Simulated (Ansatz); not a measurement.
A relaxed cell of YVC₄N₄ is given with its symmetry left out. The cell was found from a structure generator's guess, not taken from experiment.

All numbers below come from DFT PBE, scalar-relativistic, plane waves, PAW (Ansatz). Cutoff 420 eV, Γ-centred mesh, Gaussian smearing, no spin polarisation.

```
Y V C N
1.0
     6.25344    0.00000    0.00000
     0.00000    6.25344    0.00000
     0.00000    0.00000    6.25344
Y V C N
1 1 4 4
Direct
  0.50000 0.50000 0.50000
  0.00000 0.00000 0.00000
  0.18313 0.18313 0.18313
  0.18313 0.81687 0.81687
  0.81687 0.18313 0.81687
  0.81687 0.81687 0.18313
  0.29305 0.29305 0.29305
  0.29305 0.70695 0.70695
  0.70695 0.29305 0.70695
  0.70695 0.70695 0.29305
```

The zero of energy is the elements' standard structures at the same level (N₂ as a molecule); no fitted shifts are applied.

Problem. Find its symmetry and describe it.

Solution. P-43m (No. 215). Conventional cell: a = 6.253 Å. Around Y lie 4 N at 2.24 Å; V is surrounded by 4 C at 1.98 Å; C is surrounded by 1 N at 1.19 Å and 1 V at 1.98 Å; N is surrounded by 1 C at 1.19 Å and 1 Y at 2.24 Å.

Problem. How far does it lie from the elements in energy?

Solution. +0.054 eV/atom. A positive value: parting into the elements would lower its energy.

Problem. Is it a metal?

Solution. No, the gap on the 6×6×6 mesh is 0.23 eV.

Problem. From what recipe could a structure generator have reached it?

Solution. One such recipe: two interpenetrating cyanide-bridged diamond nets (P-43m, No. 215). Other recipes can lead to the same cell.

The last run used a 6×6×6 mesh for its 10-atom cell and Gaussian smearing of 0.01 eV. Kohn–Sham gaps at this level usually fall short of measured ones. The reference form of C is held partly by dispersion forces, which this level lacks. Trial moments died out on the coarse mesh, so the last step has no spin; another magnetic start might hold. Small gaps are read on the mesh alone, and bands can cross between its points. A structure relaxed within its symmetry needn't be a true minimum.
